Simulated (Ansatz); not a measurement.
Stationary points along a deformation path in C

Method: DFT r2SCAN, scalar-relativistic, plane waves, PAW (Ansatz). Cutoff 500 eV, Γ-centred 14×14×14 k-points, Gaussian smearing of 0.05 eV. No spin polarisation. Energies are free energies at this smearing, counted from the undisturbed cell; pressure is positive in compression.

The starting cell (relaxed at this level; this form isn't the usual structure):

```
C
1.0
     0.00000    2.12676    3.56176
     1.22792    0.00000    3.56176
     1.22792    2.12676    0.00000
C
2
Direct
  0.16670 0.83330 0.16670
  0.83330 0.16670 0.83330
```

The cell holds layers and no dispersion correction was added, so their binding is poorly described.

At fixed volume and fractional coordinates, lengths along (0.000, 0.000, 1.000) are scaled against those across it; ρ is that ratio over its starting value. V = 9.302 Å³/atom. Δσ is the stress along the axis less the mean stress across it (compression positive).

```csv
ρ,ΔE (meV/atom),Δσ (GPa),space group
0.800,377.1,84.18,Fmmm
0.850,204.1,63.12,Fmmm
0.920,55.2,33.71,Fmmm
0.960,13.4,16.87,Fmmm
1.000,0.0,0.02,Fmmm
1.050,19.8,-21.13,Fmmm
1.100,76.8,-42.43,Fmmm
1.200,291.1,-85.61,Fmmm
1.300,623.5,-129.68,Fmmm
```

Q: How does the stress give the slope of the energy, and where is the energy stationary?

A: Along the path d ln(length) is 2/3 d ln ρ on the axis and −1/3 d ln ρ across it, so dE/d ln ρ = −(2/3) V Δσ: the energy falls with ρ where Δσ is positive. Δσ vanishes or changes sign at ρ = 1.000 (Fmmm), a minimum at 0.0 meV/atom. Pairs of stationary points between two samples would go unseen, and could change a minimum read from distant neighbours into a maximum.

Q: Integrate that slope from ρ = 1 to 1.200 by the trapezoid rule.

A: With V/N in Å³ and 1 eV/Å³ = 160.2 GPa the slopes at ρ = 1.000, 1.050, 1.100, 1.200 are -1, 818, 1642, 3313 meV/atom per unit of ln ρ. The steps add 19.9 + 57.2 + 215.6 = 292.7 meV/atom, against 291.1 from the energies; the trapezoid rule misses the curvature of the slope within each step.

Forces appear on the atoms along this scan, and letting them relax would lower the energy and soften the response. The gap closes along the scan, which can put kinks into the curve.

Cost: 9 runs of about 1.6 core-minutes in all, on Intel Xeon Processor @ 2.70GHz (shared hosts).